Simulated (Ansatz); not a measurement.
# Notes on TlAgHg2

```
Ag Tl Hg
1.0
     0.00000    3.78431    0.00000
     3.78431    0.00000    0.00000
     1.89216    1.89216   -7.34658
Ag Tl Hg
1 1 2
Direct
  0.75000 0.25000 0.50000
  0.00000 0.00000 0.00000
  0.36900 0.36900 0.26200
  0.63100 0.63100 0.73800
```

Level: PBE, no spin polarisation; 420 eV; 9×9×9 Γ-centred mesh; fermi-dirac occupations (width 0.1443 eV); Ansatz 0.2.0, fixed geometry.

Q: Is the cell too large or too small?

A: The pressure is 6.8 GPa (compression positive), so with the atoms held at these fractions the cell would first expand; the forces are large, so a full relaxation may end otherwise. The principal stresses 5.8, 5.8, 8.7 GPa differ, so its shape would change too.

Q: Is there a gap?

A: It is a metal, with about 1.8 states/eV a cell as the mean within 0.25 eV of the Fermi level, mostly Tl p (47 %), Ag s (14 %) and Hg s (13 %).

Q: Where is the largest force?

A: The largest is on Hg3 (and as large on other atoms): 1.60 eV/Å, components (0.00, 0.00, 1.60). It makes 133° with the line to a nearest neighbour, Ag1 at 2.58 Å.

Q: Which element gives electrons and which takes them?

A: Bader charges in e: Tl +0.22, Ag +0.04, Hg -0.13. In the mean Tl gives up most and Hg takes most.

Q: Describe some of the short contacts.

A: Ag–Hg at 2.58 Å: least valence density 0.43 e/Å³ and ELF 0.20 there. Tl–Hg at 3.30 Å: least valence density 0.14 e/Å³ and ELF 0.16 there. Tl–Tl at 3.78 Å: least valence density 0.07 e/Å³ and ELF 0.10 there. Both are smooth PAW fields, read partly inside the augmentation spheres.

Origin: a known structure type with other elements, at an estimated volume, so it need not be a known compound. Caveats: atoms or cell far from equilibrium.
